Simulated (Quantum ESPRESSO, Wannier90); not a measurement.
# Wannier functions of Mg$_{2}$Ge (anti-fluorite)

```
Mg2Ge
1.0
    0.00000     3.18430     3.18430
    3.18430     0.00000     3.18430
    3.18430     3.18430     0.00000
Mg Ge
2 1
Direct
  0.75000   0.75000   0.75000
  0.25000   0.25000   0.25000
  0.00000   0.00000   0.00000
```

Structure: Materials Project mp-408, symmetrised, not relaxed again. COD (Crystallography Open Database) has an entry of this formula and space group (matched by these alone). Level: LDA, no spin polarisation, no spin-orbit coupling; pw.x of Quantum ESPRESSO at 68 Ry with PseudoDojo potentials, 8×8×8 k-points, Wannier90. Density: 8×8×8 mesh, cold smearing 0.01 Ry. Spin-orbit coupling, left out, would split the p-like bands by a few tenths of an eV. The gap is small at this level and was sampled on the meshes and a path alone.

The plane-wave run has 34 bands and 34 electrons a cell. On the energy scale of pw.x, whose zero is arbitrary, the valence-band maximum lies at 7.06 eV.

Isolated groups of bands, relative to the valence-band maximum (bands from 18 on overlap up to the last one computed):

| bands | from (eV) | to (eV) | filling | weight on atomic waves |
|---|---|---|---|---|
| 1–2 | -75.50 | -75.50 | filled | Mg 2s 99 % |
| 3–8 | -42.92 | -42.89 | filled | Mg 2p 100 % |
| 9–13 | -23.81 | -23.79 | filled | Ge 3d 100 % |
| 14 | -9.82 | -8.11 | filled | Ge 4s 74 %, Mg 3s 23 % |
| 15–17 | -4.88 | 0.00 | filled | Ge 4p 75 %, Mg 3s 16 % |

Input w.win, without the blocks of cell, atoms and k-points (512 lines):

```
num_bands = 21
num_wann = 12
exclude_bands = 1-13
num_iter = 1000
conv_tol = 1.0e-6
conv_window = 4
dis_num_iter = 1000
dis_conv_tol = 1.0e-6
dis_froz_max = 14.80
write_hr = true
write_u_matrices = true
begin projections
f=-0.25873,-0.24210,-0.24225: s;p
f=0.26313,0.24791,0.24237: s;p
f=-0.00455,0.01224,-0.00866: s;p
end projections
mp_grid = 8 8 8
```

wannier90.x stops with:
```
dis_windows: More states in the frozen window than target WFs
```
At some k-point more bands lie below dis_froz_max than there are Wannier functions, and every frozen state has to fit into the subspace. Mended as below, all else unchanged, the run goes through (Ω_I = 20.3 Å²) and follows the plane-wave bands to 6.6 meV rms (states up to 1.1 eV relative to the valence-band maximum).
```
dis_froz_max = 8.69
```
